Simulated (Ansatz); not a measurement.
Run on V (diamond type): DFT, PBEsol, PAW with Ansatz's default frozen-core files, scalar-relativistic (Ansatz 0.2.0). This run: cell relaxed at zero pressure.

The start is a guessed cell of a prototype that needn't be stable.

Command: `ansatz run input.yaml --threads 1 --pin off --max-ram 2048MiB --backend cpu --events-out ev --progress --plain --runs-dir out` It took 15 s on 1 thread of Arm Neoverse V1, on a shared host, peak memory 0.34 GiB.

```yaml
crystal:
  lattice:
    - [0.0, 2.5305582878, 2.5305582878]
    - [2.5305582878, 0.0, 2.5305582878]
    - [2.5305582878, 2.5305582878, 0.0]
  atoms:
    - { symbol: V, position: [-0.125, -0.125, -0.125] }
    - { symbol: V, position: [0.125, 0.125, 0.125] }
kpoints:
  mp_grid: { grid: [14, 14, 14] }
scf:
  occupations: { method: fermi_dirac, width: 0.08 }
hamiltonian:
  xc: pbesol
  pseudopotentials: { kind: paw }
output:
  forces: true
  stress: true
relax:
  f_tol: 0.005
  max_steps: 40
  cell: {}
```

Output:

```
Engine: ansatz 0.2.0
Pseudopotentials: kind: paw
Pseudopotential: V, paw, valence charge 13, recommended cutoff 420 eV (normal), V.paw.azcp
Functional definition: PBEsol
  exchange = pbesol_x
  correlation = pbesol_c
Crystal: 2 atoms, lattice volume = 32.410 Å³
Basis set: ecut = 420 eV, 609 PW (Γ), exchange–correlation on 48×48×48 points (8 copies of the dense FFT grid, shifted against one another)
Bands: 17, of which v1, the nominal top of the filled ones, is band 13 counted from 1 (12 counted from 0)
Symmetry: 48 space group operations
Space group: Fd-3m (ITA 227), of the structure as read, at distance tolerance 3.2e-5 Å
k-points: 104 of 2744
Non-local potential: V, projectors of the file, l = 0: 3, l = 1: 2, l = 2: 3, l = 3: 1
PAW form: soft (Blöchl's): semilocal exchange-correlation on the pseudo side does not see the compensation charge
PAW frozen core: V, regenerated for the run's functional, and the local potential with it (the file was generated under x = pbe(κ = 0.804, μ = 0.2195149727645171), c = pbe(β = 0.06672455060314922))
PAW one-centre angular grid: V, 590 points (default); XC on 64 Gauss nodes
Initial density: superposition of atomic densities (neutral atoms: chi_scale 0, normalization atom), corrected by the library's trained network
Initial wavefunctions: pseudopotential atomic-orbital guess
Functional: x = pbesol(κ = 0.804, μ = 0.12345679012345678), c = pbesol(β = 0.046)
SCF iter   1: F=—  HF=-5765.633071 eV  |F-HF|=—  |Δ(HF+E_count)|=         —  Δρ=1.59e-2  dr2=6.46e-2  ethr=1.77e-3  ⟨swp⟩=3.2  Hψ=7058  notcnv=0
preconditioner: auto → Kerker (q_TF=auto, 2.630 Å⁻¹)  [metal: Δε(μ)=0.008 eV  Ē_g=2.939 eV  σ=0.080 eV  W_gap=0.02  n_scr=14 (ndim 8)  ℏωp=20.6 eV  f_vac=0.000  D(μ)=3.99/eV (n_scr^D=58)]
SCF iter   2: F=—  HF=-5765.621485 eV  |F-HF|=—  |Δ(HF+E_count)|=   1.16e-2  Δρ=7.42e-3  dr2=1.54e-2  ethr=2.49e-4  ⟨swp⟩=2.0  Hψ=2869  notcnv=0
SCF iter   3: F=—  HF=-5765.619803 eV  |F-HF|=—  |Δ(HF+E_count)|=   1.68e-3  Δρ=1.80e-3  dr2=1.20e-3  ethr=5.92e-5  ⟨swp⟩=2.0  Hψ=2168  notcnv=0
SCF iter   4: F=—  HF=-5765.619638 eV  |F-HF|=—  |Δ(HF+E_count)|=   1.66e-4  Δρ=3.92e-4  dr2=3.98e-5  ethr=4.60e-6  ⟨swp⟩=2.0  Hψ=2150  notcnv=0
SCF iter   5: F=—  HF=-5765.619649 eV  |F-HF|=—  |Δ(HF+E_count)|=   1.17e-5  Δρ=1.03e-4  dr2=3.33e-6  ethr=1.53e-7  ⟨swp⟩=2.0  Hψ=3134  notcnv=0
SCF iter   6: F=-5765.619649 eV  HF=-5765.619649 eV  |F-HF|=2.96e-8  |Δ(HF+E_count)|=   5.62e-8  Δρ=1.07e-5  dr2=1.55e-8  ethr=3.85e-10  ⟨swp⟩=2.8  Hψ=6107  notcnv=0
SCF 1 converged in 6 iterations: F = -5765.619649 eV  dr2 = 1.55e-8
  greatest PAW one-centre occupation: 0.999 electrons in one spin orbital (limit 2), on the V atom at site 1 (counted from 0), in its partial waves of l = 0
relax step   1: F+E_penalty+E_count = -5765.61964936 eV  Δ(F+E_penalty+E_count) = +0.000e0 eV  max|allowed force component| = 3.701e-17 eV/Å  Δτ_max = 0.0000 Å  P = +6.506 GPa  Ω = 32.410 Å³  (6 SCF iters, dr2 threshold 1.00e-7 eV, accepted)
Crystal: 2 atoms, lattice volume = 33.449 Å³
Basis set: ecut = 420 eV, 645 PW (Γ), exchange–correlation on 48×48×48 points (8 copies of the dense FFT grid, shifted against one another)
Initial density: handed on by an earlier stage of this run
Initial wavefunctions: those handed on with the density
iter 1 solved again at ethr=1.47e-5 eV; its pass at ethr=3.10e-3 eV (dr2=3.83e-3 eV) is discarded
SCF iter   1: F=—  HF=-5765.652539 eV  |F-HF|=—  |Δ(HF+E_count)|=         —  Δρ=2.78e-3  dr2=3.62e-3  ethr=1.47e-5  ⟨swp⟩=1.0  Hψ=11062  notcnv=0
preconditioner: auto → Kerker (q_TF=auto, 2.616 Å⁻¹)  [metal: Δε(μ)=0.003 eV  Ē_g=2.810 eV  σ=0.080 eV  W_gap=0.01  n_scr=14 (ndim 8)  ℏωp=20.3 eV  f_vac=0.000  D(μ)=4.12/eV (n_scr^D=58)]
SCF iter   2: F=—  HF=-5765.652163 eV  |F-HF|=—  |Δ(HF+E_count)|=   3.77e-4  Δρ=1.45e-3  dr2=1.22e-3  ethr=1.39e-5  ⟨swp⟩=1.1  Hψ=1837  notcnv=0
SCF iter   3: F=—  HF=-5765.651884 eV  |F-HF|=—  |Δ(HF+E_count)|=   2.78e-4  Δρ=3.78e-4  dr2=9.17e-5  ethr=4.70e-6  ⟨swp⟩=2.0  Hψ=2103  notcnv=0
SCF iter   4: F=—  HF=-5765.651879 eV  |F-HF|=—  |Δ(HF+E_count)|=   5.54e-6  Δρ=1.52e-4  dr2=5.24e-6  ethr=3.53e-7  ⟨swp⟩=2.0  Hψ=2293  notcnv=0
SCF iter   5: F=—  HF=-5765.651879 eV  |F-HF|=—  |Δ(HF+E_count)|=   3.39e-7  Δρ=2.56e-5  dr2=2.61e-7  ethr=2.02e-8  ⟨swp⟩=2.8  Hψ=2796  notcnv=0
SCF iter   6: F=-5765.651879 eV  HF=-5765.651879 eV  |F-HF|=2.79e-9  |Δ(HF+E_count)|=   5.50e-8  Δρ=5.53e-6  dr2=6.26e-9  ethr=7.69e-10  ⟨swp⟩=3.6  Hψ=5134  notcnv=0
SCF 2 converged in 6 iterations: F = -5765.651879 eV  dr2 = 6.26e-9
relax step   2: F+E_penalty+E_count = -5765.65187892 eV  Δ(F+E_penalty+E_count) = -3.223e-2 eV  max|allowed force component| = 6.846e-16 eV/Å  Δτ_max = 0.0000 Å  P = +3.585 GPa  Ω = 33.449 Å³  energy of the carried Pulay correction = -2.659e-4 eV  (6 SCF iters, dr2 threshold 2.00e-7 eV, accepted)
Crystal: 2 atoms, lattice volume = 34.818 Å³
Basis set: ecut = 420 eV, 701 PW (Γ), exchange–correlation on 48×48×48 points (8 copies of the dense FFT grid, shifted against one another)
iter 1 solved again at ethr=2.24e-5 eV; its pass at ethr=3.10e-3 eV (dr2=5.81e-3 eV) is discarded
SCF iter   1: F=—  HF=-5765.668720 eV  |F-HF|=—  |Δ(HF+E_count)|=         —  Δρ=3.29e-3  dr2=5.43e-3  ethr=2.24e-5  ⟨swp⟩=1.0  Hψ=11134  notcnv=0
preconditioner: auto → Kerker (q_TF=auto, 2.599 Å⁻¹)  [metal: Δε(μ)=0.013 eV  Ē_g=2.683 eV  σ=0.080 eV  W_gap=0.04  n_scr=14 (ndim 8)  ℏωp=19.9 eV  f_vac=0.000  D(μ)=4.45/eV (n_scr^D=58)]
SCF iter   2: F=—  HF=-5765.668173 eV  |F-HF|=—  |Δ(HF+E_count)|=   5.46e-4  Δρ=1.73e-3  dr2=1.86e-3  ethr=2.09e-5  ⟨swp⟩=1.0  Hψ=1768  notcnv=0
SCF iter   3: F=—  HF=-5765.667756 eV  |F-HF|=—  |Δ(HF+E_count)|=   4.17e-4  Δρ=4.59e-4  dr2=1.43e-4  ethr=7.15e-6  ⟨swp⟩=2.0  Hψ=2082  notcnv=0
SCF iter   4: F=—  HF=-5765.667747 eV  |F-HF|=—  |Δ(HF+E_count)|=   9.00e-6  Δρ=1.88e-4  dr2=8.48e-6  ethr=5.51e-7  ⟨swp⟩=2.0  Hψ=2300  notcnv=0
SCF iter   5: F=—  HF=-5765.667748 eV  |F-HF|=—  |Δ(HF+E_count)|=   5.87e-7  Δρ=3.16e-5  dr2=4.20e-7  ethr=3.26e-8  ⟨swp⟩=2.5  Hψ=2567  notcnv=0
SCF iter   6: F=-5765.667748 eV  HF=-5765.667748 eV  |F-HF|=5.30e-9  |Δ(HF+E_count)|=   9.56e-8  Δρ=7.03e-6  dr2=1.05e-8  ethr=7.69e-10  ⟨swp⟩=4.0  Hψ=5386  notcnv=0
SCF 3 converged in 6 iterations: F = -5765.667748 eV  dr2 = 1.05e-8
relax step   3: F+E_penalty+E_count = -5765.66774778 eV  Δ(F+E_penalty+E_count) = -1.587e-2 eV  max|allowed force component| = 1.850e-16 eV/Å  Δτ_max = 0.0000 Å  P = +0.312 GPa  Ω = 34.818 Å³  energy of the carried Pulay correction = -6.040e-4 eV  (6 SCF iters, dr2 threshold 2.00e-7 eV, accepted)
[... lines left out ...]
Basis set: ecut = 420 eV, 701 PW (Γ), exchange–correlation on 50×50×50 points (8 copies of the dense FFT grid, shifted against one another)
Initial wavefunctions: pseudopotential atomic-orbital guess (no wavefunctions were taken with the density)
iter 1 solved again at ethr=5.38e-8 eV; its pass at ethr=3.10e-3 eV (dr2=1.40e-5 eV) is discarded
SCF iter   1: F=—  HF=-5765.668588 eV  |F-HF|=—  |Δ(HF+E_count)|=         —  Δρ=3.20e-4  dr2=9.38e-7  ethr=5.38e-8  ⟨swp⟩=3.0  Hψ=11743  notcnv=0
preconditioner: auto → Kerker (q_TF=auto, 2.597 Å⁻¹)  [metal: Δε(μ)=0.008 eV  Ē_g=2.664 eV  σ=0.080 eV  W_gap=0.02  n_scr=14 (ndim 8)  ℏωp=19.9 eV  f_vac=0.000  D(μ)=4.45/eV (n_scr^D=58)]
SCF iter   2: F=—  HF=-5765.668593 eV  |F-HF|=—  |Δ(HF+E_count)|=   5.17e-6  Δρ=1.63e-4  dr2=2.56e-7  ethr=3.61e-9  ⟨swp⟩=1.0  Hψ=1768  notcnv=0
SCF iter   3: F=—  HF=-5765.668596 eV  |F-HF|=—  |Δ(HF+E_count)|=   3.14e-6  Δρ=1.54e-6  dr2=2.77e-10  ethr=9.85e-10  ⟨swp⟩=1.0  Hψ=1768  notcnv=0
SCF iter   4: F=—  HF=-5765.668596 eV  |F-HF|=—  |Δ(HF+E_count)|=  1.64e-11  Δρ=4.35e-7  dr2=4.32e-11  ethr=1.06e-12  ⟨swp⟩=2.0  Hψ=3191  notcnv=0
iter 5 did not close the SCF: its close was put off for the readings that it lacked (scf_convergence_deferred on its scf_iter line)
SCF iter   5: F=-5765.668596 eV  HF=-5765.668596 eV  |F-HF|=2.73e-12  |Δ(HF+E_count)|=  3.91e-11  Δρ=1.64e-7  dr2=5.37e-12  ethr=1.00e-12  ⟨swp⟩=1.6  Hψ=2557  notcnv=0
SCF iter   6: F=-5765.668596 eV  HF=-5765.668596 eV  |F-HF|=9.09e-13  |Δ(HF+E_count)|=  9.09e-13  Δρ=3.44e-8  dr2=4.43e-13  ethr=1.00e-12  ⟨swp⟩=3.0  Hψ=6299  notcnv=0
SCF 5 converged in 6 iterations: F = -5765.668596 eV  dr2 = 4.43e-13
relax step   5: F+E_penalty+E_count = -5765.66859637 eV  Δ(F+E_penalty+E_count) = -7.408e-4 eV  max|allowed force component| = 5.459e-16 eV/Å  Δτ_max = 0.0000 Å  P = +0.048 GPa  Ω = 34.954 Å³  stress off target by 4.77e-2 GPa  SCF on the basis re-selected at this cell (its energy is not comparable with the rows above)  (6 SCF iters)
basis re-selected at this cell: Δ(F+E_penalty+E_count) = -7.408e-4 eV, ΔP = +0.029 GPa vs the last step (what re-selecting the basis moved, of the pressure what is left beyond the Pulay correction that the steps carried, after the strain that the cell walked since its last selection, with what the two solves' SCF thresholds leave and, on support functions, any second-order correction that the steps lacked; it is no measure of the basis error at this ecutwfc). The dense FFT grid was sized anew with the basis: this SCF ran on 25×25×25 points, the steps before it on 24×24×24, so part of this shift can come from that change (see relax.cell in the input reference). This SCF's stress stands 4.77e-2 GPa from its target on what of the cell is left free (relax.cell.stress_tol is 5.00e-2 GPa) and its largest allowed force component is 5.46e-16 eV/Å (relax.f_tol is 5.00e-3 eV/Å): within both
SCF converged after 6 iterations
Free energy (F): -5765.668596 eV
Harris-Foulkes:  -5765.668596 eV  (|F-HF|=9.09e-13)
Internal energy: -5765.573605 eV  (E = F + TS)
E sigma→0 (E₀):  -5765.621100 eV
Entropy (-TS):   -0.094992 eV (-47.496 meV/atom)
Fermi energy:    11.955417 eV
--- Per-component energies (eV) ---
  E_band       = -400.975295
  E_kinetic    = 675.849999
  E_local      = -2541.313398  (includes V_loc(G=0)·N_el)
  E_nonlocal   = -74.345844
  E_hartree    = 1136.323091
  E_xc         = -255.582968
  E_vxc        = -325.348371  (∫ρ·V_xc dr)
  E_paw        = -2181.099833  (= ΣΔE_a)
  E_vpaw       = -408.464393  (= ΣTr[D̂ρ^β])
  E_aug_tail   = 0.000519  (compensation charges beyond the density's cutoff)
  E_ewald      = -2525.704527
  E_core_change = 0.299358  (= ΣΔE_core)
  E_smearing   = -0.094992  (= −TS)
  E_closure    = -0.000000  (closes the sum)
  Σ components = -5765.668596   (vs F -5765.668596, Δ=0.00e0)
--- Forces (eV/Å), atoms counted from 1 ---
  atom   1  V     -0.00000000     0.00000000     0.00000000
  atom   2  V     -0.00000000     0.00000000    -0.00000000
  max |Σ_I F_I| component: 4.44e-16 eV/Å
--- Stress (GPa, compression-positive) ---
        0.047691      -0.000000       0.000000
       -0.000000       0.047691      -0.000000
        0.000000      -0.000000       0.047691
  P = ⅓ Tr σ = 0.0477 GPa (0.477 kbar)
--- Relaxed structure (4 steps of the walk, 4 accepted, 1 SCFs on fresh bases) ---
  F+E_penalty+E_count = -5765.66859637 eV   max|allowed force component| = 5.459e-16 eV/Å   (the final SCF, on the basis selected at the relaxed cell)
  cell:  # Å, volume = 34.9542 Å³
    - [-8.471056004688918e-34, 2.595115309882728, 2.595115309882728]
    - [2.595115309882728, 1.1400894923603882e-33, 2.595115309882728]
    - [2.595115309882728, 2.595115309882728, -5.095372032895584e-35]
  atoms:
    - { symbol: V, position: [-0.12499999999999999, -0.12499999999999999, -0.12499999999999999] }
    - { symbol: V, position: [0.12499999999999999, 0.12499999999999999, 0.12499999999999999] }
```

Next run (the series' base cell), as changes to the input before:

```diff
   lattice:
-    - [0.0, 2.5305582878, 2.5305582878]
-    - [2.5305582878, 0.0, 2.5305582878]
-    - [2.5305582878, 2.5305582878, 0.0]
+    - [0.0, 2.5951153099, 2.5951153099]
+    - [2.5951153099, 0.0, 2.5951153099]
+    - [2.5951153099, 2.5951153099, 0.0]
   atoms:
   mp_grid: { grid: [14, 14, 14] }
+  band_path:
+    path:
+      - [0.0, 0.0, 0.0]
+      - [0.5, 0.0, 0.5]
+      - [0.625, 0.25, 0.625]
+      - [0.375, 0.375, 0.75]
+      - [0.0, 0.0, 0.0]
+      - [0.5, 0.5, 0.5]
+      - [0.5, 0.25, 0.75]
+      - [0.5, 0.0, 0.5]
+    npoints: 8
 scf:
   stress: true
-relax:
-  f_tol: 0.005
-  max_steps: 40
-  cell: {}
+  eigenvalues: true
+  populations: true
+  dos: { projected: true, de: 0.2, e_range: [-14, 8] }
```

Results part of the output:

```
SCF 1 converged in 6 iterations: F = -5765.668596 eV  dr2 = 2.40e-8
  greatest PAW one-centre occupation: 0.999 electrons in one spin orbital (limit 2), on the V atom at site 1 (counted from 0), in its partial waves of l = 0
NSCF: frozen V_eff on 57 k-points
SCF converged after 6 iterations
Free energy (F): -5765.668596 eV
Harris-Foulkes:  -5765.668596 eV  (|F-HF|=4.00e-8)
Internal energy: -5765.573605 eV  (E = F + TS)
E sigma→0 (E₀):  -5765.621101 eV
Entropy (-TS):   -0.094992 eV (-47.496 meV/atom)
Fermi energy:    11.955425 eV
--- Per-component energies (eV) ---
  E_band       = -400.975632
  E_kinetic    = 675.849884
  E_local      = -2541.314449  (includes V_loc(G=0)·N_el)
  E_nonlocal   = -74.346051
  E_hartree    = 1136.324011
  E_xc         = -255.582886
  E_vxc        = -325.348265  (∫ρ·V_xc dr)
  E_paw        = -2181.099463  (= ΣΔE_a)
  E_vpaw       = -408.458172  (= ΣTr[D̂ρ^β])
  E_aug_tail   = 0.000519  (compensation charges beyond the density's cutoff)
  E_ewald      = -2525.704527
  E_core_change = 0.299358  (= ΣΔE_core)
  E_smearing   = -0.094992  (= −TS)
  E_closure    = 0.000000  (closes the sum)
  Σ components = -5765.668596   (vs F -5765.668596, Δ=0.00e0)
--- Forces (eV/Å), atoms counted from 1 ---
  atom   1  V     -0.00000000     0.00000000    -0.00000000
  atom   2  V      0.00000000    -0.00000000    -0.00000000
  max |Σ_I F_I| component: 1.48e-16 eV/Å
--- Stress (GPa, compression-positive) ---
        0.048352      -0.000000       0.000000
       -0.000000       0.048352       0.000000
       -0.000000       0.000000       0.048352
  P = ⅓ Tr σ = 0.0484 GPa (0.484 kbar)
--- Band table (eV; the first three rows and the last of 104) ---
  k-point 0: bands = ["-51.5167", "-50.7481", "-25.6958", "-25.6958", "-25.6958", "-24.7008", "-24.7008", "-24.7008", "6.4973", "10.7151", "10.7151", "11.3625", "11.3625", "11.3625", "13.5538", "13.5538", "13.5538"]
  k-point 1: bands = ["-51.5097", "-50.7555", "-25.7028", "-25.7028", "-25.6964", "-24.7011", "-24.6936", "-24.6936", "6.5965", "10.6563", "10.6563", "11.3657", "11.4576", "11.4576", "13.4518", "13.5408", "13.5408"]
  k-point 2: bands = ["-51.4893", "-50.7771", "-25.7220", "-25.7220", "-25.6985", "-24.7014", "-24.6737", "-24.6737", "6.8875", "10.5600", "10.5600", "11.3845", "11.6400", "11.6400", "13.1580", "13.5269", "13.5269"]
  k-point 103: bands = ["-51.1382", "-51.1382", "-25.9571", "-25.9571", "-25.1994", "-25.1994", "-24.4422", "-24.4422", "9.4763", "9.4763", "11.7443", "11.7443", "12.4063", "12.4063", "12.7094", "12.7094", "16.0793"]
--- Löwdin populations: 2 sites ---
  site symbol       q [e]
     0      V     12.9325
     1      V     12.9325
  spilling = 0.005189 (of n_electrons = 26.000000)
```

Next run (volume at 0.95 of the series' base cell), as changes to the input before:

```diff
   lattice:
-    - [0.0, 2.5951153099, 2.5951153099]
-    - [2.5951153099, 0.0, 2.5951153099]
-    - [2.5951153099, 2.5951153099, 0.0]
+    - [0.0, 2.5511218057, 2.5511218057]
+    - [2.5511218057, 0.0, 2.5511218057]
+    - [2.5511218057, 2.5511218057, 0.0]
   atoms:
   mp_grid: { grid: [14, 14, 14] }
-  band_path:
-    path:
-      - [0.0, 0.0, 0.0]
-      - [0.5, 0.0, 0.5]
-      - [0.625, 0.25, 0.625]
-      - [0.375, 0.375, 0.75]
-      - [0.0, 0.0, 0.0]
-      - [0.5, 0.5, 0.5]
-      - [0.5, 0.25, 0.75]
-      - [0.5, 0.0, 0.5]
-    npoints: 8
 scf:
   populations: true
-  dos: { projected: true, de: 0.2, e_range: [-14, 8] }
```

Results part of the output:

```
SCF 1 converged in 6 iterations: F = -5765.646241 eV  dr2 = 1.80e-8
  greatest PAW one-centre occupation: 0.999 electrons in one spin orbital (limit 2), on the V atom at site 1 (counted from 0), in its partial waves of l = 0
SCF converged after 6 iterations
Free energy (F): -5765.646241 eV
Harris-Foulkes:  -5765.646241 eV  (|F-HF|=3.22e-8)
Internal energy: -5765.558851 eV  (E = F + TS)
E sigma→0 (E₀):  -5765.602546 eV
Entropy (-TS):   -0.087391 eV (-43.695 meV/atom)
Fermi energy:    12.775401 eV
--- Per-component energies (eV) ---
  E_band       = -380.354811
  E_kinetic    = 678.210445
  E_local      = -2477.301026  (includes V_loc(G=0)·N_el)
  E_nonlocal   = -73.398095
  E_hartree    = 1114.302500
  E_xc         = -256.316528
  E_vxc        = -326.337679  (∫ρ·V_xc dr)
  E_paw        = -2182.096376  (= ΣΔE_a)
  E_vpaw       = -410.128321  (= ΣTr[D̂ρ^β])
  E_aug_tail   = 0.000589  (compensation charges beyond the density's cutoff)
  E_ewald      = -2569.259717
  E_core_change = 0.299358  (= ΣΔE_core)
  E_smearing   = -0.087391  (= −TS)
  E_closure    = 0.000000  (closes the sum)
  Σ components = -5765.646241   (vs F -5765.646241, Δ=0.00e0)
--- Forces (eV/Å), atoms counted from 1 ---
  atom   1  V     -0.00000000     0.00000000     0.00000000
  atom   2  V     -0.00000000     0.00000000     0.00000000
  max |Σ_I F_I| component: 1.85e-16 eV/Å
--- Stress (GPa, compression-positive) ---
        4.232525      -0.000000       0.000000
        0.000000       4.232525       0.000000
       -0.000000      -0.000000       4.232525
  P = ⅓ Tr σ = 4.2325 GPa (42.325 kbar)
--- Band table (eV; the first three rows and the last of 104) ---
  k-point 0: bands = ["-50.7364", "-49.8310", "-24.9278", "-24.9278", "-24.9278", "-23.8032", "-23.8032", "-23.8032", "7.1786", "11.3889", "11.3889", "12.1378", "12.1378", "12.1378", "14.4407", "14.4407", "14.4407"]
  k-point 1: bands = ["-50.7282", "-49.8398", "-24.9360", "-24.9360", "-24.9288", "-23.8031", "-23.7947", "-23.7947", "7.2819", "11.3292", "11.3292", "12.1408", "12.2362", "12.2362", "14.3324", "14.4260", "14.4260"]
  k-point 2: bands = ["-50.7043", "-49.8655", "-24.9581", "-24.9581", "-24.9318", "-23.8023", "-23.7716", "-23.7716", "7.5845", "11.2288", "11.2288", "12.1602", "12.4276", "12.4276", "14.0206", "14.4091", "14.4091"]
  k-point 103: bands = ["-50.2919", "-50.2919", "-25.2299", "-25.2299", "-24.3642", "-24.3642", "-23.5026", "-23.5026", "10.0697", "10.0697", "12.5463", "12.5463", "13.2791", "13.2791", "13.5788", "13.5788", "17.1113"]
--- Löwdin populations: 2 sites ---
  site symbol       q [e]
     0      V     12.9353
     1      V     12.9353
  spilling = 0.004973 (of n_electrons = 26.000000)
```

Next run (volume at 0.95 of the series' base cell, ecut 250), as changes to the input before:

```diff
   eigenvalues: true
-  populations: true
+  write_density: true
+  write_potential: true
+  elf: true
+  volumetric_format: npy
+basis:
+  ecutwfc: 250
```

Command: `ansatz run input.yaml --threads 1 --pin off --max-ram 2048MiB --backend cpu --events-out ev --progress --plain --runs-dir out` It took 2.7 s on 1 thread of Arm Neoverse V1 (shared host), peak memory 0.3 GiB.

Results part of the output:

```
Warning: basis.ecutwfc = 250 eV is below the records' recommended 420 eV, and the density's cutoff is lower with it unless basis.ecutrho_ratio is high enough to keep the records' density cutoff: compare with a run at a higher cutoff
SCF 1 converged in 7 iterations: F = -5763.134998 eV  dr2 = 8.86e-9
  greatest PAW one-centre occupation: 1.018 electrons in one spin orbital (limit 2), on the V atom at site 1 (counted from 0), in its partial waves of l = 1
SCF converged after 7 iterations
Free energy (F): -5763.134998 eV
Harris-Foulkes:  -5763.134998 eV  (|F-HF|=3.43e-10)
Internal energy: -5763.047071 eV  (E = F + TS)
E sigma→0 (E₀):  -5763.091034 eV
Entropy (-TS):   -0.087927 eV (-43.963 meV/atom)
Fermi energy:    12.668000 eV
--- Per-component energies (eV) ---
  E_band       = -389.046534
  E_kinetic    = 684.944819
  E_local      = -2481.276598  (includes V_loc(G=0)·N_el)
  E_nonlocal   = -66.007470
  E_hartree    = 1115.853886
  E_xc         = -257.119532
  E_vxc        = -327.384433  (∫ρ·V_xc dr)
  E_paw        = -2190.486707  (= ΣΔE_a)
  E_vpaw       = -431.038915  (= ΣTr[D̂ρ^β])
  E_aug_tail   = 0.004890  (compensation charges beyond the density's cutoff)
  E_ewald      = -2569.259717
  E_core_change = 0.299358  (= ΣΔE_core)
  E_smearing   = -0.087927  (= −TS)
  E_closure    = -0.000000  (closes the sum)
  Σ components = -5763.134998   (vs F -5763.134998, Δ=0.00e0)
--- Forces (eV/Å), atoms counted from 1 ---
  atom   1  V     -0.00000000    -0.00000000    -0.00000000
  atom   2  V      0.00000000    -0.00000000    -0.00000000
  max |Σ_I F_I| component: 1.48e-16 eV/Å
--- Stress (GPa, compression-positive) ---
       -0.452904       0.000000      -0.000000
        0.000000      -0.452904       0.000000
        0.000000      -0.000000      -0.452904
  P = ⅓ Tr σ = -0.4529 GPa (-4.529 kbar)
--- Band table (eV; the first three rows and the last of 104) ---
  k-point 0: bands = ["-51.3344", "-50.4435", "-25.3568", "-25.3568", "-25.3568", "-24.3220", "-24.3220", "-24.3220", "7.1335", "11.3618", "11.3618", "11.9700", "11.9700", "11.9700", "14.3185", "14.3185", "14.3185"]
  k-point 1: bands = ["-51.3227", "-50.4561", "-25.3824", "-25.3792", "-25.3792", "-24.2956", "-24.2956", "-24.2956", "7.2385", "11.2250", "11.2250", "11.9861", "12.0979", "12.0979", "14.1818", "14.2760", "14.2760"]
  k-point 2: bands = ["-51.2982", "-50.4811", "-25.4015", "-25.4015", "-25.3907", "-24.2936", "-24.2584", "-24.2584", "7.5451", "11.1204", "11.1204", "12.0173", "12.3045", "12.3045", "13.8756", "14.2553", "14.2553"]
  k-point 103: bands = ["-50.8901", "-50.8901", "-25.6581", "-25.6581", "-24.8109", "-24.8109", "-23.9628", "-23.9628", "9.9980", "9.9980", "12.4633", "12.4633", "13.2118", "13.2118", "13.4962", "13.4962", "16.9788"]
```

The PAW files were made under PBE.
